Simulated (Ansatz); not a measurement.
GaSb (wurtzite, space group No. 186) at seven volumes, DFT-PBEsol in the program Ansatz with PAW potentials, shape and atoms relaxed at each. One row is withheld.

```tsv
V (Å³/atom)	P (GPa)
25.930	6.08
26.785	3.69
27.639	1.68
28.494	0.00
29.349	?
30.204	-2.61
31.059	-3.61
```

Task: Fit the shown pressures and predict the withheld one.

Result: P = (3/2)B₀(x^(7/2) − x^(5/2))[1 + (3/4)(B′ − 4)(x − 1)] with x = (V₀/V)^(2/3). Least squares on the six rows gives V₀ = 28.493 Å³/atom, B₀ = 51.4 GPa, B′ = 4.79. At V = 29.349, x = 0.9805 and P = -1.42 GPa. The run itself gave -1.41 GPa.

Space group P6_3mc (wurtzite). The workflow started from a Materials Project entry (that database holds measured and hypothetical structures alike); the Crystallography Open Database copy checked does not list it. It is not the phase usual at ambient conditions (space group No. 216). The cell was relaxed with PBEsol under the symmetry of its start; of distortions, only those at the zone centre were tested. Scalar-relativistic: spin–orbit coupling is off unless named, which matters more the heavier the elements.

Potentials: the later of the program's two PAW sets.
